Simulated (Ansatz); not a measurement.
Bi$_{2}$Se$_{3}$ (Bi2Te3 type, space group R-3m)

```xyz
5
Lattice="2.0407 1.1782 9.2219 -2.0407 1.1782 9.2219 0.0000 -2.3564 9.2219" Properties=species:S:1:pos:R:3 pbc="T T T"
Bi     0.0000     0.0000    11.1175
Bi     0.0000     0.0000    16.5481
Se     0.0000     0.0000     0.0000
Se     0.0000     0.0000     5.7494
Se     0.0000     0.0000    21.9163
```

The slice is a (0001) plane (indices of the conventional cell) through the point (0.792, 0.792, 0.792) (fractional), spanned by u = [1 0 -1] and v = [-1 2 -1] in vectors of this cell: u (4.08 Å) and v (7.07 Å, at 90° to u). It covers one period; positions are fractions (u, v).

The numbers are results of PBEsol-D3(BJ) (plane waves to 420 eV, PAW, scalar-relativistic; Ansatz, an electronic-structure program), not measurements. k mesh 9×9×9. Inside the PAW spheres the values are not all-electron values, and peaks at nuclei hang on which shells count as valence. At this level the bands of Bi2Se3 touch or barely overlap; measurements give the solid a gap. Bi2Se3 was relaxed with its symmetry unable to fall. Spin-orbit coupling is left out, though Bi is heavy.

Task: Predict the map of the electrostatic potential energy of an electron, from the cell's mean on the slice.

Result: 
```
|xxxxxx00667777776600xxxx|
|xxxxxx44666666666644xxxx|
|001144666666556666664411|
|777788887766556677888877|
|999999887777667777889999|
|999999887766666677889999|
|999999775500000055779999|
|99998844xxxxxxxxxx448899|
|99997700xxxxxxxxxx007799|
|88886600xxxxxxxxxx006688|
|77776600xxxxxxxxxx006677|
|66666644xxxxxxxxxx446666|
|556666664411001144666666|
|556677888877777788887766|
|667777889999999999887777|
|666677889999999999887766|
|000055779999999999775500|
|xxxxxx44889999998844xxxx|
|xxxxxx00779999997700xxxx|
|xxxxxx00668888886600xxxx|
```
Scale: ten equal steps from 0.00 (start of '0') to 8.52 (end of '9'), in the order '0123456789'. Values: electrostatic potential energy of an electron, from the cell's mean, in eV. The map has 12 points along u (two characters each, u = 0 at the left) and 20 along v (v = 0 in the bottom row). Points within 1 Å of a nucleus are blanked (x), as the pseudised field means little there. Values under 0 eV are set to 0. The zero, the cell's mean, hangs on the PAW cores.
